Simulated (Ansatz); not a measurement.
A geometry of Ti3Al away from equilibrium: step 2 of the relaxation of a generated trial cell of Ti3Al in the D019 structure type. The numbers are results of r2SCAN (plane waves to 500 eV, PAW, scalar-relativistic; Ansatz, an electronic-structure program), not measurements. Γ-centred k-mesh 7×7×7 on the run's cell (coarser than for final values), Fermi–Dirac smearing 0.05 eV. The plane waves were selected for a different cell earlier on the path.

```xyz
8
Lattice="5.6616 0.0000 0.0000 -2.8308 4.9031 0.0000 0.0000 0.0000 4.5693" Properties=species:S:1:pos:R:3 pbc="T T T"
Ti     2.8308     3.2023     1.1423
Ti    -1.3578     4.0527     3.4270
Ti     1.4729     0.8504     1.1423
Ti     0.0000     1.7008     3.4270
Ti     4.1886     0.8504     1.1423
Ti     1.3578     4.0527     3.4270
Al     0.0000     3.2687     1.1423
Al     2.8308     1.6344     3.4270
```

### Question
Give the Cartesian forces on all atoms (eV/Å).

### Answer
```tsv
atom	Fx	Fy	Fz
Ti1	0.00	0.48	0.00
Ti2	-0.42	0.24	0.00
Ti3	-0.42	-0.24	0.00
Ti4	0.00	-0.48	0.00
Ti5	0.42	-0.24	0.00
Ti6	0.42	0.24	0.00
Al7	0.00	0.00	0.00
Al8	0.00	0.00	0.00
```

The path ends in P6₃/mmc (No. 194) (AFLOW prototype A3B_hP8_194_h_c (D0_19, as in Ni3Sn)). No spin polarisation in the result.

The run could not lose the symmetry of its start; a randomly shaken copy of 8 atoms returns to this structure.
